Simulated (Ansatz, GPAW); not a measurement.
Given: the input of a run of GPAW 26.7.0 (ASE script) on BiTe. 

File run.py:

```python
from ase import Atoms
from ase.dft.bandgap import bandgap
from ase.io import write
from ase.units import Bohr, GPa
from gpaw import GPAW, PW, setup_paths
from gpaw.elf import elf_from_dft_calculation

setup_paths.insert(0, '.')

atoms = Atoms(['Bi', 'Te'],
              cell=[[0.0, 3.235, 3.235],
                    [3.235, 0.0, 3.235],
                    [3.235, 3.235, 0.0]],
              scaled_positions=[[0.0, 0.0, 0.0],
                                [0.5, 0.5, 0.5]],
              pbc=True)

calc = GPAW(mode=PW(600),
            xc='PBEsol',
            kpts={'size': (7, 7, 7), 'gamma': True},
            occupations={'name': 'methfessel-paxton', 'order': 0, 'width': 0.1},
            nbands=20,
            convergence={'density': 1e-05, 'energy': 1e-05},
            maxiter=150,
            txt='gpaw.txt')
atoms.calc = calc
energy = atoms.get_potential_energy()
forces = atoms.get_forces()
stress = atoms.get_stress()
calc.write('gs.gpw')
write('result.traj', atoms)
print(f'Energy: {energy:.6f} eV')
print('Forces (eV/A):')
print(forces.round(4))
print('Stress (GPa):', (stress / GPa).round(3))
print('Fermi level:', round(calc.get_fermi_level(), 4), 'eV')
print(f'Gap: {bandgap(calc)[0]:.4f} eV, direct: {bandgap(calc, direct=True)[0]:.4f} eV')

# fields on the real-space grid
write('density.cube', atoms, data=calc.get_pseudo_density() * Bohr**3)
write('potential.cube', atoms, data=calc.get_electrostatic_potential())
write('elf.cube', atoms, data=elf_from_dft_calculation(calc).data)
```

Potentials or basis: PAW data sets generated in the run's folder for this functional, pw.

Command:

```console
$ gpaw-setup -f PBEsol Bi Te
$ OMP_NUM_THREADS=1 python run.py
```

**Question.** Translate it to Ansatz 0.2.0. Potentials or basis there: Ansatz PAW, cutoff 420 eV.

**Answer.** As run (cutoffs and basis follow the program's own potentials, and thresholds, step limits or extra output files can differ):

File input.yaml:

```yaml
crystal:
  lattice:
    - [0.0, 3.235, 3.235]
    - [3.235, 0.0, 3.235]
    - [3.235, 3.235, 0.0]
  atoms:
    - { symbol: Bi, position: [0.0, 0.0, 0.0] }
    - { symbol: Te, position: [0.5, 0.5, 0.5] }
hamiltonian:
  xc: pbesol
  pseudopotentials: { kind: paw }
kpoints:
  mp_grid: { grid: [7, 7, 7] }
scf:
  occupations: { method: gaussian, width: 0.1 }
output:
  forces: true
  stress: true
  eigenvalues: true
  write_density: true
  write_potential: true
  elf: true
  volumetric_format: npy
```

Potentials or basis: Ansatz PAW.

Launch:

```console
$ ansatz run input.yaml --threads 1 --pin off --max-ram 3584MiB --backend cpu --events-out ev --progress --plain --runs-dir out
```

Both were run:

|  | GPAW | Ansatz |
| --- | --- | --- |
| Pressure | -1.8 GPa | -1.5 GPa |

Ansatz's pressure holds a Pulay term of +0.03 GPa for its cutoff of 420 eV, which the other run lacks.

The potentials hold 21 and 31 valence electrons a cell.

Ansatz's potentials were made for PBE.

Where Ansatz's input types no cutoff or centring, it takes its own default and a Γ-centred mesh.

Pressure is positive in compression.
